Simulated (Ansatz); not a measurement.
# Stationary points along a deformation path in Ti

Computed with Ansatz, DFT r2SCAN, scalar-relativistic, plane waves, PAW. The runs took a 500 eV cutoff, a Γ-centred 24×24×12 mesh and Fermi–Dirac smearing (0.02 eV). No spin polarisation. Energies are free energies at this smearing, counted from the undisturbed cell; pressure is positive in compression.

Zero of the scan (as given, not relaxed at this level; it stands at -2.3 GPa):

```xyz
2
Lattice="2.9500 0.0000 0.0000 -1.4750 2.5548 0.0000 0.0000 0.0000 4.6860" Properties=species:S:1:pos:R:3 pbc="T T T"
Ti    0.0000    1.7032    1.1715
Ti    1.4750    0.8516    3.5145
```

At fixed volume and fractional coordinates, lengths along (0.000, 0.000, 1.000) are scaled against those across it; ρ is that ratio over its starting value. V = 17.658 Å³/atom. Δσ is the stress along the axis less the mean stress across it (compression positive).

| ρ | ΔE (meV/atom) | Δσ (GPa) | space group |
| --- | --- | --- | --- |
| 0.800 | 166.6 | 17.34 | P6_3/mmc |
| 0.850 | 95.9 | 14.41 | P6_3/mmc |
| 0.920 | 25.6 | 8.65 | P6_3/mmc |
| 0.960 | 5.3 | 4.18 | P6_3/mmc |
| 1.000 | 0.0 | -0.55 | P6_3/mmc |
| 1.050 | 12.9 | -6.60 | P6_3/mmc |
| 1.100 | 46.4 | -12.84 | P6_3/mmc |
| 1.200 | 149.9 | -18.16 | P6_3/mmc |
| 1.300 | 265.5 | -21.82 | P6_3/mmc |

**Question.** How does the stress give the slope of the energy, and where is the energy stationary?

**Answer.** Along the path d ln(length) is 2/3 d ln ρ on the axis and −1/3 d ln ρ across it, so dE/d ln ρ = −(2/3) V Δσ: the energy falls with ρ where Δσ is positive. Δσ vanishes or changes sign between ρ = 0.960 and 1.000, a minimum (near 1.00 by linear interpolation). Pairs of stationary points between two samples would go unseen, and could change a minimum read from distant neighbours into a maximum.

**Question.** Integrate that slope from ρ = 1 to 1.200 by the trapezoid rule.

**Answer.** With V/N in Å³ and 1 eV/Å³ = 160.2 GPa the slopes at ρ = 1.000, 1.050, 1.100, 1.200 are 40, 485, 943, 1335 meV/atom per unit of ln ρ. The steps add 12.8 + 33.2 + 99.1 = 145.1 meV/atom, against 149.9 from the energies; the trapezoid rule misses the curvature of the slope within each step.

In a metal these slopes depend on the k mesh and the smearing.

Cost: 9 runs of about 6.7 core-minutes in all, on Intel Xeon Processor @ 2.50GHz (Skylake/Cascade Lake) (shared hosts).